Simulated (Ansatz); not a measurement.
LaNiO₃ (space group R-3c)

```xyz
10
Lattice="2.7047 1.5616 4.3144 -2.7047 1.5616 4.3144 0.0000 -3.1231 4.3144" Properties=species:S:1:pos:R:3 pbc="T T T"
La     0.0000     0.0000     3.2358
La     0.0000     0.0000     9.7074
Ni     0.0000     0.0000     0.0000
Ni     0.0000     0.0000     6.4716
O      1.4840    -0.5528     7.5502
O     -1.4840     0.5528     5.3930
O     -0.2633     1.5616     7.5502
O      0.2633    -1.5616     5.3930
O     -1.2207    -1.0088     7.5502
O      1.2207     1.0088     5.3930
```

The volume is varied about the relaxed value V₀ at fixed cell shape. The atoms relax within the cell's symmetry.

These are PBEsol (plane waves to 420 eV, PAW, scalar-relativistic; Ansatz, a program for electronic structure) values and carry that method's errors. k mesh 11×11×11 (Γ-centred), Fermi-Dirac smearing 0.05 eV. Energies are smeared free energies. Compression counts positive. With the shape held, the modulus is that of even scaling; a crystal free to change shape is softer. LaNiO3 is run without spin polarisation and with no Hubbard U. LaNiO3 was relaxed with its symmetry unable to fall. ΔE is measured from the relaxed starting cell. The last digit holds for this mesh only.

```csv
V (Å³/atom),ΔE (meV/atom)
10.277,26.5
10.441,14.5
10.605,6.3
10.769,1.5
10.933,0.0
11.097,1.4
11.261,5.6
11.425,withheld
11.589,21.1
```

Q: Fit a third-order Birch-Murnaghan form (E₀, V₀, B₀, B₀′ free) to the given rows and predict ΔE at V = 11.425.

A: Least squares on the 8 given rows: ΔE = E₀ + (9V₀B₀/16)·y²·[2 + (B₀′ − 4)y], y = (V₀/V)^(2/3) − 1, with V₀ = 10.934 Å³/atom, B₀ = 191.9 GPa (160.2 GPa = 1 eV/Å³; the term in eV is multiplied by 1000), B₀′ = 4.59, E₀ = 0.00 meV/atom; root-mean-square residual 0.03 meV/atom. At 11.425 the fit gives 12.2 meV/atom; the calculation gives 12.2 meV/atom, the same to the digits shown. For the pressure the fit gives -7.6 GPa against the computed -7.6 GPa.

(A scan under strain: stresses follow from slopes of the energy per volume, elastic moduli from its curvatures.)
